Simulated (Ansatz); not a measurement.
WO3:
```cif
data_O3W
_chemical_formula_sum 'W1 O3'
_space_group_name_H-M_alt 'Pm-3m'
_space_group_IT_number 221
_space_group_name_Hall '-P 4 2 3'
_cell_length_a 3.79933
_cell_length_b 3.79933
_cell_length_c 3.79933
_cell_angle_alpha 90.000
_cell_angle_beta 90.000
_cell_angle_gamma 90.000
loop_
_atom_site_label
_atom_site_type_symbol
_atom_site_symmetry_multiplicity
_atom_site_Wyckoff_symbol
_atom_site_fract_x
_atom_site_fract_y
_atom_site_fract_z
_atom_site_occupancy
W1 W 1 a 0.00000 0.00000 0.00000 1
O1 O 3 d 0.00000 0.00000 0.50000 1
```

Relaxed with PBEsol. Independent-particle spectrum: no excitons, no local fields, no scissors shift; 0.1 eV broadening; ε₁ of the summed bands alone.

Problem. Tabulate the dielectric function from DFT-PBEsol in the program Ansatz with PAW potentials.

Solution. 

| E (eV) | ε₁ xx | ε₂ xx |
|---|---|---|
| 0.0 | 9.29 | 0.00 |
| 0.5 | 9.56 | 0.00 |
| 1.0 | 10.60 | 0.00 |
| 1.5 | 14.89 | 0.10 |
| 2.0 | 9.65 | 10.94 |
| 2.5 | 6.00 | 8.60 |
| 3.0 | 4.79 | 7.73 |
| 3.5 | 3.77 | 7.53 |
| 4.0 | 2.80 | 7.36 |
| 4.5 | 1.82 | 7.17 |
| 5.0 | 0.66 | 7.67 |
| 5.5 | -4.27 | 3.75 |
| 6.0 | -1.54 | 1.44 |
| 6.5 | 0.59 | 0.22 |
| 7.0 | 1.66 | 1.55 |
| 7.5 | 2.06 | 1.45 |
| 8.0 | 2.82 | 1.84 |
| 8.5 | 3.11 | 3.23 |
| 9.0 | 2.54 | 4.66 |
| 9.5 | -0.17 | 4.47 |
| 10.0 | -0.38 | 3.21 |
| 10.5 | -0.57 | 2.52 |
| 11.0 | -0.28 | 1.78 |
| 11.5 | 0.03 | 1.52 |
| 12.0 | 0.29 | 1.28 |

Problem. From ε at 3.1 eV (xx: 4.69 + 7.63i), find n, k, the normal reflectivity and the absorption coefficient.

Solution. n = 2.61, k = 1.461, R = 31 %, α = 2kE/ħc = 460000 cm⁻¹.

With all bands, ε∞ without local fields is 9.47. DFPT, with local fields, gives 9.25.

The first step of the workflow began from a Materials Project structure, measured or hypothetical; the Crystallography Open Database copy checked does not list it. COD files the formula under space group No. 2, 14, 62, 129, 130, 191, so this cell is another polymorph or a model. Its standing as an ambient phase is unchecked. Symmetry was held in the PBEsol relaxation; its stability against distortions is not shown here. No spin polarisation was allowed. No Hubbard U is applied. Spin–orbit coupling is left out wherever it is not named.

Potentials: the later of the program's two PAW sets.
